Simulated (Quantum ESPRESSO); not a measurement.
## Ga7MgP7S (convergence and cost over cutoff and k mesh)

Simulated, not a measurement. The program is pw.x of Quantum ESPRESSO 7.5 (plane-wave density functional theory). The cell is made up: 16 atoms on a doubled zincblende/diamond lattice, with randomly drawn elements, strain and displacements, not relaxed. PseudoDojo standard norm-conserving files (v0.5 for PBE, v0.4.1 for LDA and PBEsol) set the functional; there is no spin polarisation, spin-orbit coupling or dispersion term, and the masses in the input are unused placeholders.

Input of the run in row 4:

```
&control calculation='scf', pseudo_dir='./dojo.nc.sr.pbe.v0_5.standard.upf', outdir='./o', disk_io='medium', tprnfor=.true., tstress=.true. /
&system ibrav=0, nat=16, ntyp=4, nbnd=77, ecutwfc=84.00895049, nosym=.true., tot_charge=0,
 occupations='smearing', smearing='fd', degauss=0.0018374661
/
&electrons conv_thr=7.350e-09, electron_maxstep=60, /
ATOMIC_SPECIES
Ga 1.0 Ga.upf
Mg 1.0 Mg.upf
P 1.0 P.upf
S 1.0 S.upf
CELL_PARAMETERS angstrom
5.5294 -0.0142 0.0201
-0.0142 5.4571 0.0707
0.0403 0.1413 11.0559
ATOMIC_POSITIONS angstrom
Ga -0.0 0.0598 0.0839
Ga 0.0371 2.755 2.599
Ga 3.0327 0.0213 2.8815
Mg 2.7188 2.7311 -0.0306
Ga 0.0638 0.0799 5.567
Ga 0.0345 2.8528 8.2095
Ga 2.739 0.1166 8.3419
Ga 2.8051 2.5889 5.5899
P 1.4543 1.3356 1.338
P 1.5199 4.2191 4.2695
P 4.0723 1.24 4.154
S 4.131 4.0792 1.4385
P 1.458 1.4381 6.9571
P 1.3979 4.1681 9.8969
P 4.1586 1.4269 9.7345
P 4.2666 4.1978 6.9457
K_POINTS automatic
4 4 2 1 1 1
```

The same cell was run at these settings. Meshes are shifted by half a step, and differences are from the last row, which is itself not exact.

```
cutoff (eV)     k mesh  k points solved  threshold (eV)  free energy less the last row's (eV)  pressure (GPa)  largest stress difference (GPa)  largest force difference (eV/Å)  iterations  wall time (s)  k-point pools              processor
        800  2 x 2 x 2                4           1e-04                                 6.840          -27.14                            31.34                            0.049          10            353              1  AMD EPYC, Zen 5 class
       1143  1 x 1 x 1                1           1e-07                                 4.572            5.75                             2.57                            0.347          13            235              1  AMD EPYC, Zen 5 class
        721  4 x 4 x 2               16           1e-07                                25.099          -87.14                            90.83                            0.025          13            563              1  AMD EPYC, Zen 5 class
       1143  4 x 4 x 2               16           1e-07                                 0.016            3.64                             0.00                            0.005          13           1478              1  AMD EPYC, Zen 5 class
       1437  6 x 6 x 4               72           1e-07                                 0.000            3.63                             0.00                            0.000          13           3127              4      Intel Xeon, older
```

Each pool is one process. Wall times include start-up and a band step at six k points, which weighs most on the coarsest meshes. The runs were on shared virtual cores whose load varied, so times are rough.